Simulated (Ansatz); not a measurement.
An Ansatz input:

```yaml
crystal:
  lattice:
    - [8.1182455746, 0.0, 0.0]
    - [0.0, 8.1182455746, 0.0]
    - [0.0, 0.0, 8.1182455746]
  atoms:
    - { symbol: Ba, position: [0.0, 0.0, 1.0] }
    - { symbol: Ba, position: [0.5, 0.5, 0.5] }
    - { symbol: Ba, position: [0.25, 1.0, 0.5] }
    - { symbol: Ba, position: [0.75, 0.0, 0.5] }
    - { symbol: Ba, position: [0.5, 0.25, 1.0] }
    - { symbol: Ba, position: [0.5, 0.75, 0.0] }
    - { symbol: Ba, position: [1.0, 0.5, 0.25] }
    - { symbol: Ba, position: [1.0, 0.5, 0.75] }
hamiltonian:
  xc: r2scan
  pseudopotentials:
    kind: paw
    azcp:
      Ba: "pseudopotentials/Ba.paw.azcp"
basis:
  ecutwfc: 500
  fft_grid_basis: typed
kpoints:
  mp_grid: { grid: [4, 4, 4], shift: [0, 0, 0] }
magnetization:
  spin_polarized: false
scf:
  occupations: { method: fermi_dirac, width: 0.1 }
```

Output

```
Engine: ansatz 0.2.0, x86_64-unknown-linux-gnu
Pseudopotentials: kind: paw
Pseudopotential: Ba, paw, valence charge 10, recommended cutoff 500 eV (meta_gga) 
Functional definition: r2SCAN
  parameter k0 = 0.174
  parameter k1 = 0.065
  parameter a1 = 4.9479
  exchange = r2scan_x(k0 = k0, k1 = k1, a1 = a1)
  correlation = r2scan_c
Crystal: 8 atoms, lattice volume = 535.040 Å³
Basis set: ecut = 500 eV, 13613 PW (Γ), exchange–correlation on 240×240×240 points (64 copies of the dense FFT grid, shifted against one another)
Bands: 48, of which v1, the nominal top of the filled ones, is band 40 counted from 1 (39 counted from 0)
Symmetry: 48 space group operations
Space group: Pm-3n (ITA 223), of the structure as read, at distance tolerance 8.1e-5 Å
k-points: 10 of 64
Non-local potential: Ba, projectors of the file, l = 0: 3, l = 1: 2, l = 2: 2, l = 3: 2
PAW form: soft (Blöchl's): semilocal exchange-correlation on the pseudo side does not see the compensation charge
PAW frozen core: Ba, regenerated for the run's functional (the file was generated under x = pbe(κ = 0.804, μ = 0.2195149727645171), c = pbe(β = 0.06672455060314922))
PAW one-centre angular grid: Ba, 302 points (default); XC on 160 Gauss nodes
Initial density: superposition of atomic densities (neutral atoms: chi_scale 0, normalization atom), corrected by the library's trained network
Initial wavefunctions: pseudopotential atomic-orbital guess
Functional: x = r2scan, c = r2scan; τ floored in thin density (d = 2e-4 eV/Å³)
SCF iter   1: F=—  HF=-47715.043705 eV  |F-HF|=—  |Δ(HF+E_count)|=         —  Δρ=2.96e-3  dr2=9.30e-2  dr2_τ=8.68e-3  ethr=1.77e-3  ⟨swp⟩=14.0  Hψ=7280  notcnv=0
automatic band count: the SCF goes on with 56 bands, as 48 were too few: the levels above may hold too much charge
SCF iter   2: F=—  HF=-47715.398314 eV  |F-HF|=—  |Δ(HF+E_count)|=   3.55e-1  Δρ=2.00e-3  dr2=5.17e-2  dr2_τ=1.18e-3  ethr=1.16e-4  ⟨swp⟩=2.0  Hψ=1150  notcnv=0
SCF iter   3: F=—  HF=-47715.393117 eV  |F-HF|=—  |Δ(HF+E_count)|=   5.20e-3  Δρ=6.26e-4  dr2=5.98e-3  dr2_τ=1.08e-4  ethr=6.46e-5  ⟨swp⟩=2.6  Hψ=991  notcnv=0
SCF iter   4: F=—  HF=-47715.394968 eV  |F-HF|=—  |Δ(HF+E_count)|=   1.85e-3  Δρ=1.92e-4  dr2=5.26e-4  dr2_τ=1.48e-6  ethr=7.47e-6  ⟨swp⟩=2.1  Hψ=850  notcnv=0
SCF iter   5: F=—  HF=-47715.394953 eV  |F-HF|=—  |Δ(HF+E_count)|=   1.48e-5  Δρ=4.25e-5  dr2=2.39e-5  dr2_τ=3.71e-7  ethr=6.57e-7  ⟨swp⟩=3.0  Hψ=1124  notcnv=0
SCF iter   6: F=—  HF=-47715.394851 eV  |F-HF|=—  |Δ(HF+E_count)|=   1.02e-4  Δρ=2.02e-5  dr2=6.53e-6  dr2_τ=3.75e-8  ethr=2.99e-8  ⟨swp⟩=2.1  Hψ=877  notcnv=0
SCF iter   7: F=—  HF=-47715.394853 eV  |F-HF|=—  |Δ(HF+E_count)|=   1.64e-6  Δρ=3.68e-6  dr2=2.12e-7  dr2_τ=4.83e-9  ethr=8.16e-9  ⟨swp⟩=2.4  Hψ=1019  notcnv=0
SCF iter   8: F=-47715.394853 eV  HF=-47715.394853 eV  |F-HF|=7.17e-9  |Δ(HF+E_count)|=   5.42e-8  Δρ=1.15e-6  dr2=1.27e-8  dr2_τ=1.97e-10  ethr=1.25e-10  ⟨swp⟩=3.0  Hψ=1097  notcnv=0
SCF 1 converged in 8 iterations: F = -47715.394853 eV  dr2 = 1.27e-8
SCF converged after 8 iterations
Free energy (F): -47715.394853 eV
Harris-Foulkes:  -47715.394853 eV  (|F-HF|=7.17e-9)
Internal energy: -47715.073166 eV  (E = F + TS)
E sigma→0 (E₀):  -47715.234010 eV
Entropy (-TS):   -0.321687 eV (-40.211 meV/atom)
Fermi energy:    5.590121 eV
--- Per-component energies (eV) ---
  E_band       = -762.777368
  E_kinetic    = 1328.377898
  E_local      = -3142.897647  (includes V_loc(G=0)·N_el)
  E_nonlocal   = 446.236622
  E_hartree    = 993.166840
  E_xc         = -1238.799006
  E_vxc        = -1156.135400  (∫ρ·V_xc dr)
  E_paw        = -42012.578161  (= ΣΔE_a)
  E_vpaw       = -282.319257  (= ΣTr[D̂ρ^β])
  E_aug_tail   = -0.000006  (compensation charges beyond the density's cutoff)
  E_vtau       = 57.627515  (kinetic-family band-sum trace: ∫τ·v_τ [+ j·A + Jᵃ·Aᵃ] dr)
  E_ewald      = -4089.143033
  E_core_change = 0.563327  (= ΣΔE_core)
  E_smearing   = -0.321687  (= −TS)
  E_closure    = 0.000000  (closes the sum)
  Σ components = -47715.394853   (vs F -47715.394853, Δ=0.00e0)
```
